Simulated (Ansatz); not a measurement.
## Zr2Fe: do energies and stresses tell the same story?

These are results of DFT PBEsol, scalar-relativistic, plane waves, PAW (Ansatz), not measurements.

Plane waves to 420 eV, a k mesh through Γ of 8×8×8 on the computed 6-atom cell and Gaussian smearing (0.10 eV); no spin polarisation.

Relaxed cell: I4/mcm, a = 6.180 Å, b = 6.180 Å, c = 5.645 Å, α = 90.00°, β = 90.00°, γ = 90.00°, 6 atoms in the primitive cell. Whether it is the stable form of this composition wasn't checked.

Energies at zero smearing and pressures from the stress tensor, at volumes with shape and atoms relaxed:
| V (Å³/atom) | E − E(first) (meV/atom) | P (GPa) |
| --- | --- | --- |
| 15.809 | 0.00 | 20.14 |
| 16.348 | -58.75 | 14.58 |
| 16.887 | -98.55 | 9.10 |
| 17.426 | -120.85 | 4.25 |
| 17.965 | -127.84 | 0.00 |
| 18.504 | -121.49 | -3.71 |
| 19.043 | -103.50 | -6.93 |
| 19.762 | -63.96 | -10.58 |

**Question.** Check P = −dE/dV between neighbouring volumes, and get the bulk modulus from the pressures alone.

**Answer.** With 1 eV/Å³ = 160.2 GPa:
```csv
middle V (Å³/atom),−ΔE/ΔV (GPa),mean P (GPa)
16.079,17.465,17.357
16.618,11.832,11.839
17.157,6.627,6.677
17.696,2.078,2.125
18.235,-1.887,-1.854
18.774,-5.347,-5.318
19.403,-8.816,-8.756
```

The two differ by 0.11 GPa at most. The mean of two end pressures misses the average over a step by about ΔV² P″/12, up to 0.08 GPa here; with that taken off 0.14 GPa remains. The stress is the derivative of the free energy, not of the energy at zero smearing, and with free energies 0.05 GPa remains. Around V = 17.965 Å³/atom, the two neighbours give B = −V ΔP/ΔV = 17.965 × 7.96 / 1.078 = 132.6 GPa, against B0 = 131.6 GPa from the Birch–Murnaghan fit of the energies.

Spin polarisation was left out, and a magnetic state may lie lower.

A ferromagnetic start lost its moments in a first run, so spin was left out; other magnetic orders weren't tried.

Cost: 9 runs of about 13 core-minutes in all, on Arm Neoverse V2 (shared hosts).